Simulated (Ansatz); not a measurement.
Space group Pm-3m (No. 221). a = 4.107 Å, b = 4.107 Å, c = 4.107 Å, α = 90.00°, β = 90.00°, γ = 90.00°
```csv
atom,site,symmetry,x,y,z
Mg,1a,m-3m,0.0000,0.0000,0.0000
Au,3c,4/mm.m,0.5000,0.5000,0.0000
```

Equation of state of this MgAu3 structure (not necessarily the ground state), with shape and atoms relaxed at each volume where symmetry leaves them free. It has no gap at any of these volumes. Computed with Ansatz, DFT r2SCAN, scalar-relativistic, plane waves, PAW.

Plane waves to 500 eV, a k mesh through Γ of 10×10×10 on the computed 4-atom cell and Gaussian smearing (0.10 eV); no spin polarisation.

| V (Å³/atom) | E − E(largest V) (meV/atom) | P (GPa) |
| --- | --- | --- |
| 16.274 | 6.05 | 9.18 |
| 16.793 | -15.32 | 4.14 |
| 17.313 | -21.88 | -0.02 |
| 17.832 | -16.07 | -3.48 |
| 18.351 | 0.00 | -6.33 |

Task: Fit a third-order Birch–Murnaghan equation to E(V).

Result: V0 = 17.31 Å³/atom, B0 = 127 GPa, B0' = 5.1.

Spin-orbit coupling is left out, which matters for the bands of heavy elements.

Cost: 5 runs of about 2.1 core-minutes in all, on Arm Neoverse V1 (shared hosts).